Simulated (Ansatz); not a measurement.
Starting cell, InSb (zinc blende):

```xyz
4
Lattice="0.0000 6.6346 6.6346 3.3173 0.0000 3.3173 3.3173 3.3173 0.0000" Properties=species:S:1:pos:R:3 pbc="T T T"
Sb     4.9760     4.9760     4.9760
Sb     4.9760     8.2933     8.2933
In     0.0000     0.0000     0.0000
In     0.0000     3.3173     3.3173
```

Scan: atom 3 (In, nearest neighbour Sb at 2.873 Å; its periodic images, 4.7 Å or more away, move with it) is displaced along Cartesian [110], direction (0.707, 0.707, 0.000) in Cartesian axes, by s. The other atoms stay.

Computed with PBE (plane waves to 420 eV, PAW, scalar-relativistic; Ansatz, a quantum-chemistry and plane-wave program). k mesh 5×10×10 (Γ-centred), Fermi-Dirac smearing 0.05 eV. With partly filled bands, energies and forces of such displacements shift with the k mesh and the smearing. F∥ is the force on the atom along that direction. At this level the bands of InSb touch or barely overlap; measurements give the solid a gap. InSb was relaxed with its symmetry unable to fall. Spin-orbit coupling is left out, though Sb is heavy. 

```json
[
 {"s (Å)": "-0.860", "F∥ (eV/Å)": "6.933"},
 {"s (Å)": "-0.688", "F∥ (eV/Å)": "4.965"},
 {"s (Å)": "-0.516", "F∥ (eV/Å)": "3.372"},
 {"s (Å)": "-0.344", "F∥ (eV/Å)": "2.085"},
 {"s (Å)": "-0.172", "F∥ (eV/Å)": "0.999"},
 {"s (Å)": "0.000", "F∥ (eV/Å)": "0.000"},
 {"s (Å)": "0.172", "F∥ (eV/Å)": "-0.999"},
 {"s (Å)": "0.344", "F∥ (eV/Å)": "-2.085"},
 {"s (Å)": "0.516", "F∥ (eV/Å)": "-3.372"},
 {"s (Å)": "0.688", "F∥ (eV/Å)": "-4.965"},
 {"s (Å)": "0.860", "F∥ (eV/Å)": "-6.933"}
]
```

### Question
What is the force constant k = d²E/ds² of this move at s = 0?

### Answer
5.72 eV/Å². The forces along the line at the two nearest points give (0.999 − (-0.999)) / (2·0.172) = 5.81 eV/Å²; the next pair corrects for the finite step.

(For displaced atoms, the force is minus the slope of the energy, and its curvature is a force constant, which sets phonon frequencies.)
